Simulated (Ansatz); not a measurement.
CaZn2Ge2 in space group I4/mmm (No. 139; Ge on 4e, Ca on 2a, Zn on 4d), plane-wave PAW PBE (Ansatz code), all energies at zero smearing, with the estimated change up to a 700 eV cutoff added, with one set of potentials and settings (totals compare only within such a set). Cell of 5 atoms (2 Ge, 1 Ca, 2 Zn): -17046.489 eV.

```json
[
 {"element": "Ge", "reference phase": "Fd-3m, 2 atoms in the cell", "E (eV/atom)": "-4294.9847"},
 {"element": "Ca", "reference phase": "Fm-3m, 1 atoms in the cell", "E (eV/atom)": "-1816.8597"},
 {"element": "Zn", "reference phase": "C2/m, 3 atoms in the cell", "E (eV/atom)": "-3319.0295"}
]
```

Formation energy per atom, worked out: (-17046.489 − 2×(-4294.9847) − 1×(-1816.8597) − 2×(-3319.0295))/5 = -0.320 eV/atom (-31 kJ per mol of atoms), at 0 K, without zero-point energy or fitted corrections.

The workflow started from an entry of the Crystallography Open Database (COD). Its standing as an ambient phase is unchecked. The cell was relaxed with PBE under the symmetry of its start; whether a distortion lowers the energy is not shown. The references are the lowest solids computed at this level, not always the standard phases.

Potentials: the later of the program's two PAW sets.
